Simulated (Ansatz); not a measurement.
TaW (rock salt, Fm-3m) at seven volumes, the program Ansatz at the r²SCAN level (PAW), scaled uniformly. One row is withheld.

```json
[
 {"V (Å³/atom)": "17.360", "P (GPa)": "21.34"},
 {"V (Å³/atom)": "17.932", "P (GPa)": "13.14"},
 {"V (Å³/atom)": "18.504", "P (GPa)": "6.07"},
 {"V (Å³/atom)": "19.077", "P (GPa)": "0.00"},
 {"V (Å³/atom)": "19.649", "P (GPa)": "?"},
 {"V (Å³/atom)": "20.221", "P (GPa)": "-9.73"},
 {"V (Å³/atom)": "20.793", "P (GPa)": "-13.61"}
]
```

Fit the shown pressures and predict the withheld one.

Third-order Birch–Murnaghan: P = (3/2)B₀(x^(7/2) − x^(5/2))[1 + (3/4)(B′ − 4)(x − 1)] with x = (V₀/V)^(2/3). Least squares on the six rows gives V₀ = 19.077 Å³/atom, B₀ = 187.6 GPa, B′ = 3.98. At V = 19.649, x = 0.9805 and P = -5.23 GPa. The run itself gave -5.22 GPa.

The start of the workflow was typed in or built on a structure type; neither database checked (COD, Materials Project) lists it. Whether it is the stable phase at ambient conditions was not checked. The r²SCAN relaxation kept the symmetry of its start. At this level the phase is mechanically unstable. No spin polarisation was allowed. Its formation energy is positive at this level, so the cell may be metastable or incomplete. Spin–orbit coupling is left out wherever it is not named.

Potentials: the later of the program's two PAW sets.
